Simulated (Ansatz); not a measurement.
Cell and atoms are relaxed with the symmetry kept. Start:

Space group I-42d (No. 122). a = 6.048 Å, b = 6.048 Å, c = 11.484 Å, α = 90.00°, β = 90.00°, γ = 90.00°
| atom | site | symmetry | x | y | z |
| --- | --- | --- | --- | --- | --- |
| Cd | 4b | -4.. | 0.5000 | 0.0000 | 0.2500 |
| Ge | 4a | -4.. | 0.0000 | 0.0000 | 0.0000 |
| As | 8d | .2. | 0.2233 | 0.7500 | 0.1250 |

Method: DFT PBEsol, scalar-relativistic, plane waves, PAW in Ansatz.

Plane waves to 420 eV, a k mesh through Γ of 8×8×8 on the computed 8-atom cell and Gaussian smearing (0.01 eV); no spin polarisation.

Q: What does it relax to?

A: The volume decreases by 1.29 Å³/atom to 24.97 Å³/atom, and the energy falls by 11.7 meV/atom. Final structure:
Space group I-42d (No. 122). a = 5.942 Å, b = 5.942 Å, c = 11.315 Å, α = 90.00°, β = 90.00°, γ = 90.00°
```csv
atom,site,symmetry,x,y,z
Cd,4b,-4..,0.5000,0.0000,0.2500
Ge,4a,-4..,0.0000,0.0000,0.0000
As,8d,.2.,0.2247,0.7500,0.1250
```

Cost: 1 run of about 9 core-minutes, on Arm Neoverse V1 (shared hosts).